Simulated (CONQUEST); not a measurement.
Consider a self-consistent single point of GaN (P6_3mc, 8 atoms in the cell; from Materials Project mp-804, changed as shown).

```yaml
crystal:
  lattice:
    - [3.12515, 0.00000, 0.00000]
    - [0.00000, 5.41292, 0.00000]
    - [0.00000, 0.00000, 5.08851]
  atoms:
    - { symbol: Ga, position: [0.50000, 0.16667, 0.49908] }
    - { symbol: Ga, position: [0.00000, 0.33333, 0.99908] }
    - { symbol: Ga, position: [0.00000, 0.66667, 0.49908] }
    - { symbol: Ga, position: [0.50000, 0.83333, 0.99908] }
    - { symbol: N, position: [0.50000, 0.16667, 0.87592] }
    - { symbol: N, position: [0.00000, 0.33333, 0.37592] }
    - { symbol: N, position: [0.00000, 0.66667, 0.87592] }
    - { symbol: N, position: [0.50000, 0.83333, 0.37592] }
```

All values come from this method and carry its errors: PBE, numerical atomic orbitals double-zeta with polarisation (the shipped basis), PseudoDojo norm-conserving potentials made for PBE in CONQUEST 1.3.

CONQUEST settings:

```
setting                                         value
---------------------  ------------------------------
basis                                             DZP
Diag.MPMeshX, Y, Z                              8 6 6
potentials             PseudoDojo norm-conserving PBE
Grid.GridCutoff                                175 Ha
DM.SolutionMethod                              diagon
Diag.kT                                     0.0001 Ha
Diag.GammaCentred                                true
minE.SCTolerance                              1.0e-07
SC.MaxIters                                       100
SC.LinearMixingFactor                             0.5
AtomMove.TypeOfRun                             static
```

Question: Estimate, at this level of theory: gap on the k-point mesh and pressure.

Answer: The run gave:

Gap on the k-point mesh: 2.46 eV
Pressure: 23.18 GPa

The gap is read on the k-point mesh of the run and can differ from the gap over the whole zone at this level.

For comparison: a first run was changed to give this one (lattice scaled by 0.98), and from it to this one the free energy goes up by 65.7 meV/atom, the pressure goes from 8.98 to 23.18 GPa and the gap on the mesh goes from 2.015 to 2.463 eV.

The program uses no crystal symmetry, so grid and mesh can part values that symmetry would make equal. The atom-centred basis is finite, which shifts total energies, pressures and gaps against plane waves. The structure comes from a collection of computed structures, made at another level of theory; the collection holds predicted forms beside known ones. At this pressure the cell is far from its equilibrium volume at this level.

Cost on one core: about 6 core-minutes (a rough figure).
